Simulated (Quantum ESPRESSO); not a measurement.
```cif
data_MoS2
_chemical_formula_sum 'S2 Mo1'
_space_group_name_H-M_alt 'P 1'
_space_group_IT_number 1
_cell_length_a 6.26655
_cell_length_b 6.26655
_cell_length_c 6.26655
_cell_angle_alpha 29.149
_cell_angle_beta 29.149
_cell_angle_gamma 29.149
loop_
_space_group_symop_operation_xyz
  'x, y, z'
loop_
_atom_site_label
_atom_site_type_symbol
_atom_site_fract_x
_atom_site_fract_y
_atom_site_fract_z
_atom_site_occupancy
S1 S 0.42007 0.42007 0.42007 1
S2 S 0.24619 0.24619 0.24619 1
Mo1 Mo 0.99976 0.99976 0.99976 1
```

Cell and atoms were relaxed with PBE+D3(BJ) from Materials Project entry mp-1434, within its symmetry.

### Question
What does PBEsol (pw.x of Quantum ESPRESSO, ONCV potentials, scalar-relativistic) give for the electronic structure near the Fermi level?

### Answer
The PBEsol gap is indirect, 0.73 eV, from Z to 57 % of the way from Γ to X; the smallest direct gap is 1.78 eV. Spin-orbit splittings are left out.
